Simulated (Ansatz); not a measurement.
Sc (hcp (Mg type), P6_3/mmc) at seven volumes, plane-wave PAW PBEsol (Ansatz code), shape and atoms relaxed at each. One row is withheld.

```json
[
 {"V (Å³/atom)": "21.506", "P (GPa)": "6.29"},
 {"V (Å³/atom)": "22.215", "P (GPa)": "3.91"},
 {"V (Å³/atom)": "22.924", "P (GPa)": "1.83"},
 {"V (Å³/atom)": "23.633", "P (GPa)": "0.00"},
 {"V (Å³/atom)": "24.342", "P (GPa)": "-1.61"},
 {"V (Å³/atom)": "25.051", "P (GPa)": "?"},
 {"V (Å³/atom)": "25.760", "P (GPa)": "-4.26"}
]
```

Problem. Fit the shown pressures and predict the withheld one.

Solution. P = (3/2)B₀(x^(7/2) − x^(5/2))[1 + (3/4)(B′ − 4)(x − 1)] with x = (V₀/V)^(2/3). Least squares on the six rows gives V₀ = 23.632 Å³/atom, B₀ = 57.1 GPa, B′ = 3.33. At V = 25.051, x = 0.9619 and P = -3.02 GPa. The run itself gave -3.02 GPa.

Symmetry was held in the PBEsol relaxation. The run is not spin-polarised.

Potentials: the later of the program's two PAW sets.
